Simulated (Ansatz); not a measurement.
SrGa₂H₂:
```
SrGa2H2
1.0
    4.35207     0.00000     0.00000
   -2.17603     3.76900     0.00000
    0.00000     0.00000     4.57664
Ga H Sr
2 2 1
Direct
  0.33333   0.66667   0.46562
  0.66667   0.33333   0.53438
  0.33333   0.66667   0.09559
  0.66667   0.33333   0.90441
  0.00000   0.00000   0.00000
```

Relaxed with PBEsol. Special points in fractions of this cell's reciprocal vectors: Γ (0.000, 0.000, 0.000); M (0.500, 0.000, 0.000); K (0.333, 0.333, 0.000); A (0.000, 0.000, 0.500); L (0.500, 0.000, 0.500); H (0.333, 0.333, 0.500).

**Question.** List the band energies nearest the Fermi level at these points for the program Ansatz at the PBEsol with spin–orbit coupling level (PAW).

**Answer.** In eV from the Fermi level; about four levels below and three above (degenerate sets whole), none deeper than 8.9 eV; points with the same levels are listed once.

```tsv
k	below	above
Γ	-0.70 -0.70 -0.62 -0.62	0.15 0.15 3.54 3.54
M	-1.29 -1.29 -0.23 -0.23	1.88 1.88 2.61 2.61
K	-2.26 -2.26 -2.24 -2.24	1.00 1.00 1.01 1.01
A	-7.40 -7.40 -2.33 -2.33	0.36 0.36 0.50 0.50
L	-4.31 -4.31 -1.75 -1.75	1.61 1.61 3.59 3.59
H	-4.31 -4.31 -2.54 -2.54	2.24 2.24 4.26 4.26
```

Space group P-3m1. The workflow started from an entry of the Crystallography Open Database (COD). Its standing as an ambient phase is unchecked. The cell was relaxed with PBEsol under the symmetry of its start; of distortions, only those at the zone centre were tested.

Potentials: the later of the program's two PAW sets.
